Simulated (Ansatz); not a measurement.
ZnCdSe2:
```xyz
4
Lattice="2.0397 1.1776 6.7302 -2.0397 1.1776 6.7302 0.0000 -2.3553 6.7302" Properties=species:S:1:pos:R:3 pbc="T T T"
Zn     0.0000     0.0000    10.0813
Cd     0.0000     0.0000     0.0407
Se     0.0000     0.0000     2.6306
Se     0.0000     0.0000    12.4857
```

Tensor components refer to the Cartesian frame of this cell.

Problem. Give the high-frequency dielectric tensor and the Born effective charge tensors of the independent atoms from DFPT, plane-wave PAW LDA (Ansatz code).

Solution. 
ε∞:
```
8.12  0.00  0.00
0.00  8.12  0.00
0.00  0.00  8.11
```
Z* of atom 1 (Zn), rows: field, columns: displacement, in e:
```
2.12  0.00  0.00
0.00  2.12  0.00
0.00  0.00  1.99
```
Z* of atom 2 (Cd), rows: field, columns: displacement, in e:
```
2.08  0.00  0.00
0.00  2.08  0.00
0.00  0.00  2.23
```
Z* of atom 3 (Se), rows: field, columns: displacement, in e:
```
-2.21   0.00   0.00
 0.00  -2.21   0.00
 0.00   0.00  -1.90
```
Z* of atom 4 (Se), rows: field, columns: displacement, in e:
```
-2.00   0.00   0.00
 0.00  -2.00   0.00
 0.00   0.00  -2.32
```

Space group R3m. The workflow started from a Materials Project entry (that database holds measured and hypothetical structures alike); the Crystallography Open Database copy checked does not list it. Whether it is the stable phase at ambient conditions was not checked. The cell was relaxed with LDA under the symmetry of its start; whether a distortion lowers the energy is not shown. Scalar-relativistic: spin–orbit coupling is off unless named, which matters more the heavier the elements.

Potentials: the later of the program's two PAW sets.
